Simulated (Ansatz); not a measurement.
# MgS (Fm-3m): lattice vibrations

```xyz
2
Lattice="0.0000 2.5910 2.5910 2.5910 0.0000 2.5910 2.5910 2.5910 0.0000" Properties=species:S:1:pos:R:3 pbc="T T T"
Mg    0.0000    0.0000    0.0000
S     2.5910    2.5910    2.5910
```

Level of theory, where no other is named: PBEsol, all-electron LAPW in Ansatz 0.2.0, scalar-relativistic. k mesh 8×8×8, fixed occupations, basis error target 0.5 meV/atom. The cell was relaxed by PAW under this functional.

Atoms are displaced by 0.01 Å in the smallest supercells that hold the wave vectors of a 2×2×2 mesh. Negative values stand for unstable modes. The zone centre has no LO-TO term.

Question: What are the phonon energies at the solved wave vectors, in cm⁻¹?

Answer: 

| q | point | modes (cm⁻¹) |
| --- | --- | --- |
| 0.000 0.000 0.000 | Gamma | 242.4 (×3) |
| 0.500 0.000 0.000 | L | 179.4 (×2), 203.8 (×2), 293.0, 361.9 |
| 0.500 0.500 0.000 | X | 123.7 (×2), 181.9, 268.9 (×2), 304.3 |

Question: Is the structure dynamically stable at these wave vectors?

Answer: Yes, no mode is unstable there; wave vectors off this mesh aren't tested.

Question: How do the optical zone-centre modes decompose, and which are active?

Answer: Point group m-3m: Γ_opt = T1u.

```csv
label,cm⁻¹,activity,mostly
T1u,242.4,IR,Mg (57 %)
```

Question: How well do frozen-core PAW files reproduce these all-electron values?

Answer: With a cutoff of 420 eV and displacements of 0.0025 Å, the r.m.s. difference over the modes is 0.2 cm⁻¹; the largest difference is 242.7 (PAW) against 242.4 cm⁻¹ (LAPW).

Question: The cell is scaled evenly to 34.091 and 35.482 Å³ (from 34.787), with free atoms relaxed and the shape held. What are the mode Grüneisen parameters γ = −d ln ω/d ln V?

Answer: For the highest mode, 368.9 cm⁻¹ in the small cell and 355.2 in the large one give γ ≈ 0.95. From the change of the dynamical matrix on each mode:

| point | cm⁻¹ | γ |
| --- | --- | --- |
| Gamma | 242.4 | 2.82 |
| L | 179.4 | 2.48 |
| L | 203.8 | 2.15 |
| L | 293.0 | 1.24 |
| L | 361.9 | 0.94 |
| X | 123.7 | 0.02 |
| X | 181.9 | 0.32 |
| X | 268.9 | 2.58 |
| X | 304.3 | 2.24 |

Weighted by the modes' heat capacities at 300 K, the mean on this mesh is 1.71; it moves with the q mesh, and a coarse one overweights the zone boundary.

Question: Linear response on PAW files adds the field. What are the dielectric tensor, the Born charges and the LO shift?

Answer: ε∞ = (5.53, 5.53, 5.53) along x, y, z with local fields. Born charges (xx, yy, zz): Mg1 (2.31, 2.31, 2.31); S2 (-2.31, -2.31, -2.31). The highest zone-centre mode lies at 242.7 cm⁻¹ without the macroscopic field and at 397.1 cm⁻¹ with it, for q along x. Lyddane-Sachs-Teller then gives ε₀ = ε∞ (ω_LO/ω_TO)² = 14.81. With the ions free to follow the field, the program's ε₀ is (14.81, 14.81, 14.81).

Caveats: the frozen-core PAW files of the compared runs were fitted under PBE, their cores solved anew for this functional; semilocal gaps are low, and ε∞ tends to come out large.
